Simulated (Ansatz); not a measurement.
BIr (CsCl type, Pm-3m), PBEsol (plane waves, PAW; program Ansatz), all energies at zero smearing, with the estimated change up to a 700 eV cutoff added, with one set of potentials and settings (totals compare only within such a set). Cell of 2 atoms (1 Ir, 1 B): -11952.929 eV.

```json
[
 {"element": "Ir", "reference phase": "Fm-3m, 1 atoms in the cell", "E (eV/atom)": "-11800.4472"},
 {"element": "B", "reference phase": "R-3m, 12 atoms in the cell", "E (eV/atom)": "-152.6704"}
]
```

Formation energy per atom, worked out: (-11952.929 − 1×(-11800.4472) − 1×(-152.6704))/2 = 0.094 eV/atom (9 kJ per mol of atoms), at 0 K, without zero-point energy or fitted corrections.

A made-up cell: these elements were put on the sites of a structure type; neither database checked (COD, Materials Project) lists it. Its standing as an ambient phase is unchecked. Symmetry was held in the PBEsol relaxation. At this level the phase is dynamically unstable (imaginary phonons). The run is not spin-polarised. The references are the lowest solids computed at this level, not always the standard phases. Spin–orbit coupling is left out wherever it is not named.

Potentials: the earlier of the program's two PAW sets. The files were generated under PBE; for other functionals the program regenerates the frozen cores, and for LDA and PBEsol the local potential too.
